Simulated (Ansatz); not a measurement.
TiSi2:
```
TiSi2
1.0
    0.00000     4.13212     4.28581
    2.40092     0.00000     4.28581
    2.40092     4.13212     0.00000
Ti Si
2 4
Cartesian
  3.60138   6.19819   6.42872
  2.40092   4.13212   4.28581
  1.20046   0.72180   2.14291
  1.20046   3.41032   2.14291
  2.40092   1.34426   4.28581
  2.40092   6.91999   4.28581
```

Relaxed with PBE. Special points in fractions of this cell's reciprocal vectors: Γ (0.000, 0.000, 0.000); Y (0.500, 0.000, 0.500); T (1.000, 0.500, 0.500); Z (0.500, 0.500, 0.000); Σ0 (0.000, 0.413, 0.413); U0 (1.000, 0.587, 0.587); C0 (0.500, 0.244, 0.744); A0 (0.500, 0.756, 0.256); L (0.500, 0.500, 0.500).

Task: List the band energies nearest the Fermi level at these points for PBE (plane waves, PAW; program Ansatz).

Result: In eV from the Fermi level; about four levels below and three above (degenerate sets whole), none deeper than 8.9 eV; points with the same levels are listed once.

```tsv
k	below	above
Γ	-2.06 -1.77 -1.34 -0.91	2.04 3.08 3.25
Y	-2.33 -2.33 -0.85 -0.85	1.27 1.27 3.22 3.22
T	-1.12 -1.12 -0.64 -0.64	0.84 0.84 2.25 2.25
Z	-1.55 -1.55 -0.95 -0.95	0.73 0.73 3.18 3.18
Σ0	-2.38 -2.02 -1.32 -0.40	0.06 0.12 0.73
C0	-1.66 -1.66 -1.38 -1.38	1.39 1.39 2.09 2.09
L	-2.47 -1.91 -1.03 -0.01	0.15 0.98 1.36
```

Space group Fddd. The cell was relaxed with PBE under the symmetry of its start; of distortions, only those at the zone centre were tested. The run is not spin-polarised.

Potentials: the later of the program's two PAW sets.
